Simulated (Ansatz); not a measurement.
## Structure relaxation, W

The start is a relaxed W cell, doubled along one cell vector, shaken by Gaussian noise of σ = 0.08 Å a coordinate. A full variable-cell relaxation at zero pressure is run with PBE (plane waves to 420 eV, PAW, scalar-relativistic; Ansatz, an electronic-structure program). First-step values are on the input's coarse k-mesh.

Ansatz input (later rounds restart from its end on a renewed k-mesh):
Ansatz 0.2 input:
```yaml
crystal:
  lattice:
    - [5.3078769854, 0, 0]
    - [-2.6539384927, 4.5967563096, 0]
    - [0, 0, 5.1945566134]
  atoms:
    - { symbol: W, position: [0.509306372, 0.0040057334, 0.2561879835] }
    - { symbol: W, position: [0.5060385417, 0.0008556221, 0.7461767336] }
    - { symbol: W, position: [0.4823840617, 0.4765941849, 0.2485062708] }
    - { symbol: W, position: [0.5079465249, 0.4916615817, 0.760433506] }
    - { symbol: W, position: [0.0077998433, 0.5222721935, 0.2615225804] }
    - { symbol: W, position: [-0.0257415305, 0.4764845612, 0.7347821741] }
basis: { ecutwfc: 420, ecutrho_ratio: 4, xc_grid: 2, fft_grid_basis: typed }
kpoints: { mp_grid: { grid: [7, 7, 6] } }
hamiltonian:
  xc: pbe
  dispersion: none
  pseudopotentials: { azcp: { folder: ./paw }, kind: paw }
scf: { occupations: { method: fermi_dirac, width: 0.05 } }
relax: { f_tol: 0.01, max_steps: 100, cell: { stress_tol: 0.02 } }
output: { forces: true, stress: true }
```

Which atoms feel the largest initial force, and how large is it?

2.55 eV/Å, on W6 (atoms numbered as listed).

How much energy is released per atom?

1.81 eV/atom.

How does the volume per atom move from start to end?

-23.6 %, from 21.12 to 16.13 Å³/atom.

Is the parent structure recovered?

It does not go back: it reaches Im-3m (No. 229), bcc (W type), 1.76 eV/atom below the parent.

How do the shortest distances between atoms change?

The closest pairs of elements (up to four, under 3.6 Å), start → end: W–W 2.47 → 2.76 Å.

Write out the relaxed structure.


```cif
data_W2
_chemical_formula_sum 'W2'
_space_group_name_H-M_alt 'Im-3m'
_space_group_IT_number 229
_space_group_name_Hall '-I 4 2 3'
_cell_length_a 3.18364
_cell_length_b 3.18364
_cell_length_c 3.18364
_cell_angle_alpha 90.000
_cell_angle_beta 90.000
_cell_angle_gamma 90.000
loop_
_atom_site_label
_atom_site_type_symbol
_atom_site_symmetry_multiplicity
_atom_site_Wyckoff_symbol
_atom_site_fract_x
_atom_site_fract_y
_atom_site_fract_z
_atom_site_occupancy
W1 W 2 a 0.00000 0.00000 0.00000 1
```
(The calculation used a cell of 1 atom; values per cell refer to that cell.)

Final values are on a 20×20×20 k-mesh of the relaxed cell. No spin polarisation in the result.

Of the parent cell (P6/mmm (No. 191)): it is a generated cell of W: the first start was made by placing the elements on the sites of a structure type, and the end was not matched to a known phase here, so it may be hypothetical. Known forms of W include space group No. 229.
